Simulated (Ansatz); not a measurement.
TiBe₂ (cubic Laves (MgCu2 type), space group No. 227) at seven volumes, DFT-PBEsol in the program Ansatz with PAW potentials, scaled uniformly. One row is withheld.

| V (Å³/atom) | P (GPa) |
|---|---|
| 9.846 | 14.34 |
| 10.171 | 8.89 |
| 10.496 | 4.14 |
| 10.820 | 0.01 |
| 11.145 | -3.60 |
| 11.469 | -6.75 |
| 11.794 | ? |

Q: Fit the shown pressures and predict the withheld one.

A: Third-order Birch–Murnaghan: P = (3/2)B₀(x^(7/2) − x^(5/2))[1 + (3/4)(B′ − 4)(x − 1)] with x = (V₀/V)^(2/3). Least squares on the six rows gives V₀ = 10.821 Å³/atom, B₀ = 128.6 GPa, B′ = 3.53. At V = 11.794, x = 0.9442 and P = -9.51 GPa. The run itself gave -9.49 GPa.

Space group Fd-3m (cubic Laves (MgCu2 type)). The first step of the workflow began from a Materials Project structure, measured or hypothetical; the Crystallography Open Database copy checked does not list it. Its standing as an ambient phase is unchecked. Symmetry was held in the PBEsol relaxation; whether a distortion lowers the energy is not shown. Spin order of the final state: ferromagnetic, chosen from 4 collinear starts compared on coarse meshes (ties went to the first, and starts can fall back to one state), not a proven ground state.

Potentials: the later of the program's two PAW sets.
